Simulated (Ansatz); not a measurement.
Relaxed-ion elastic tensor of As$_{2}$Pt in space group Pa-3 (No. 205; Pt on 4a, As on 8c) in GPa (Voigt order), plane-wave PAW LDA (Ansatz code); density 10.91 g/cm³, 17.49 Å³ per atom.

```
      1     2     3     4     5     6
-  ----  ----  ----  ----  ----  ----
1   342  75.2  75.2   0.0   0.0   0.0
2  75.2   342  75.2   0.0   0.0   0.0
3  75.2  75.2   342   0.0   0.0   0.0
4   0.0   0.0   0.0  78.0   0.0   0.0
5   0.0   0.0   0.0   0.0  78.0   0.0
6   0.0   0.0   0.0   0.0   0.0  78.0
```

**Question.** Is the crystal mechanically stable?

**Answer.** Yes: the smallest eigenvalue of C is 78.0 GPa.

**Question.** Work out the Voigt, Reuss and Hill averages.

**Answer.** K_V = 164, K_R = 164, K_H = 164; G_V = 100, G_R = 93.6, G_H = 96.9 GPa.

**Question.** Give Young's modulus, Poisson's ratio, Pugh's ratio and the universal anisotropy index.

**Answer.** E = 9KG/(3K + G) = 243 GPa; ν = 0.25; K/G = 1.69 (near the Pugh limit of 1.75, no verdict); A_U = 5G_V/G_R + K_V/K_R − 6 = 0.35.

**Question.** Estimate the sound speeds and the Debye temperature.

**Answer.** v_l = √((K + 4G/3)/ρ) = 5180 m/s, v_t = √(G/ρ) = 2980 m/s, mean 3310 m/s; Θ = (h/k)(3n/4πV)^(1/3) v_m = 380 K.

**Question.** Give the Zener ratio and Young's modulus along [100], [110] and [111].

**Answer.** A = 2C44/(C11 − C12) = 0.58; 1/E = S11 − 2(S11 − S12 − S44/2)Γ with Γ = 0, 1/4, 1/3 gives 315, 222, 202 GPa.

The LDA relaxation kept the symmetry of its start. No spin polarisation was allowed. Scalar-relativistic: spin–orbit coupling is off unless named, which matters more the heavier the elements.

Potentials: the later of the program's two PAW sets.
